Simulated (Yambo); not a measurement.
KMo$_{2}$AlO$_{8}$ (space group P-3m1, No. 164), G0W0@PBEsol in Yambo with this input:

```
rim_cut
gw0
dyson
el_el_corr
HF_and_locXC
ppa
em1d
RandQpts= 1000000
RandGvec= 1 Ry
EXXRLvcs= 84 Ry
VXCRLvcs= 336 Ry
Chimod= "HARTREE"
% BndsRnXp
 3 | 226 |
%
NGsBlkXp= 6 Ry
% LongDrXp
 1.0 | 1.0 | 1.0 |
%
PPAPntXp= 27.2114 eV
% GbndRnge
 1 | 226 |
%
GTermKind= "BG"
DysSolver= "n"
ExtendOut
```

On a 3×3×2 mesh, with wavefunctions cut at 84 Ry, the gap (Γ → Γ) is 6.344 eV and the valence edge shifts by -0.813 eV.

Question: What happens with this change: 1 Ry block?

Answer: The gap rises by 0.853 eV, to 7.197 eV; the shift of the valence edge becomes -1.376 eV. Neither run is shown to be the converged limit.

Spin-orbit coupling is not included.

Geometry of the Materials Project entry, not relaxed at this level; primitive cell a = b = 5.638 Å, c = 7.318 Å, α = β = 90.00°, γ = 120.00°.

The structure is a Materials Project entry; no match was found in the copy of COD used, and its stability was not checked.

A shift is the quasiparticle energy of the state minus its PBEsol energy.
